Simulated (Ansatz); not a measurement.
Calculated ²⁷Al NMR of the central transition for LiAlB14

Cell: a Materials Project structure (computed, not necessarily an observed phase), taken as it stands.

Space group Imma (No. 74); a = 5.8406, b = 10.3135, c = 8.1175 Å.

| site | Wyckoff | site symmetry | x | y | z |
| --- | --- | --- | --- | --- | --- |
| Li | 4e | mm2 | 0.5000 | 0.7500 | 0.1498 |
| Al | 4c | .2/m. | 0.2500 | 0.2500 | 0.2500 |
| B5 | 16j | 1 | 0.1588 | 0.9376 | 0.1644 |
| B6 | 8h | m.. | 0.5000 | 0.6499 | 0.8803 |
| B7 | 16j | 1 | 0.7511 | 0.5799 | 0.9564 |
| B23 | 8h | m.. | 0.0000 | 0.5855 | 0.8302 |
| B27 | 8h | m.. | 0.0000 | 0.6665 | 0.0320 |

One atom of each set is listed; the run and its k-mesh use a cell of 32 atoms with edges of 7.18, 7.18, 7.18 Å.

Method: Kohn–Sham DFT in Ansatz, PBE, plane waves and PAW, scalar-relativistic, 420 eV cutoff, Γ-centred 7×7×7 k-points, Fermi–Dirac smearing 0.05 eV.

²⁷Al has I = 5/2 and Q = 146.6 mb (Pyykkö 2018); at 11.7 T its Larmor frequency is ν₀ = 129.9 MHz. Only the quadrupole interaction is simulated: positions count from each site's isotropic chemical shift, and J coupling is left out, as are shift anisotropy and dipolar coupling, which fast spinning averages.

(1) Simulate the second-order pattern (fast magic-angle spinning, Gaussian broadening 0.7 kHz) of site Al (12 B at 2.08–2.43 Å).

Results:

(1) The calculation gives C_Q = 16.7 MHz and η = 0.85, so ν_Q = 2.51 MHz and the centre of gravity lies at -123 ppm (-16.0 kHz).

```json
{"offset (kHz)": "-37.88", "height": "0"}
{"offset (kHz)": "-36.15", "height": "4"}
{"offset (kHz)": "-34.42", "height": "10"}
{"offset (kHz)": "-32.69", "height": "19"}
{"offset (kHz)": "-30.96", "height": "20"}
{"offset (kHz)": "-29.23", "height": "21"}
{"offset (kHz)": "-27.51", "height": "23"}
{"offset (kHz)": "-25.78", "height": "25"}
{"offset (kHz)": "-24.05", "height": "27"}
{"offset (kHz)": "-22.32", "height": "31"}
{"offset (kHz)": "-20.59", "height": "45"}
{"offset (kHz)": "-18.86", "height": "100"}
{"offset (kHz)": "-17.13", "height": "91"}
{"offset (kHz)": "-15.40", "height": "91"}
{"offset (kHz)": "-13.67", "height": "63"}
{"offset (kHz)": "-11.94", "height": "52"}
{"offset (kHz)": "-10.22", "height": "45"}
{"offset (kHz)": "-8.49", "height": "40"}
{"offset (kHz)": "-6.76", "height": "37"}
{"offset (kHz)": "-5.03", "height": "34"}
{"offset (kHz)": "-3.30", "height": "32"}
{"offset (kHz)": "-1.57", "height": "30"}
{"offset (kHz)": "0.16", "height": "10"}
{"offset (kHz)": "1.89", "height": "0"}
```
